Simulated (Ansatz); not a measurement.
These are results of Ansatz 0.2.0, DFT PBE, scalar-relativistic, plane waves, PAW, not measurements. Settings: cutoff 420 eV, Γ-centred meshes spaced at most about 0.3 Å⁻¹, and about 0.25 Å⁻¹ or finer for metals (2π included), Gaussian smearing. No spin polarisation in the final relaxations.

All energies are static (0 K, no zero-point motion).

Two relaxed structures of HfH:

1.

```yaml
crystal:
  lattice:
    - [3.32612, 0.00000, 0.00000]
    - [-1.66306, 2.88050, 0.00000]
    - [0.00000, 0.00000, 6.03698]
  atoms:
    - { symbol: Hf, position: [0.00000, 0.00000, 0.75000] }
    - { symbol: Hf, position: [0.00000, 0.00000, 0.25000] }
    - { symbol: H, position: [0.66667, 0.33333, 0.75000] }
    - { symbol: H, position: [0.33333, 0.66667, 0.25000] }
```

2.

```yaml
crystal:
  lattice:
    - [0.00000, 2.27159, 2.27159]
    - [2.27159, 0.00000, 2.27159]
    - [2.27159, 2.27159, 0.00000]
  atoms:
    - { symbol: Hf, position: [0.00000, 0.00000, 0.00000] }
    - { symbol: H, position: [0.50000, 0.50000, 0.50000] }
```

Question: Which form is favoured at zero pressure, and by what margin per atom?

Answer: Cell 2 is lower, by 0.38 eV/atom. Cell 1 has space group P6_3/mmc (No. 194), 14.5 Å³/atom and no gap on its mesh; cell 2 has the rock salt type, space group Fm-3m (No. 225), 11.7 Å³/atom and no gap. Counting H atoms around Hf (those within 1.25 times the shortest such distance or 1.15 times the sum of covalent radii), cell 1 has Hf 3 and cell 2 has Hf 6. The denser one is the lower, and pressure would at first widen the difference. In cell 1, Hf is surrounded by 3 H at 1.92 Å and 2 Hf at 3.02 Å; H has 3 Hf at 1.92 Å. In cell 2, Hf has 6 H at 2.27 Å and 12 Hf at 3.21 Å; H has 6 Hf at 2.27 Å. Both come from invented guesses.

These runs have no spin–orbit coupling, which can matter for Hf. With hydrogen, zero-point motion can shift such differences by 10 meV/atom or more. A magnetic state wasn't ruled out in cells without spin, among them Fm-3m. With atoms moved at random, Fm-3m came back. Other cells relaxed within their symmetry can be saddle points.
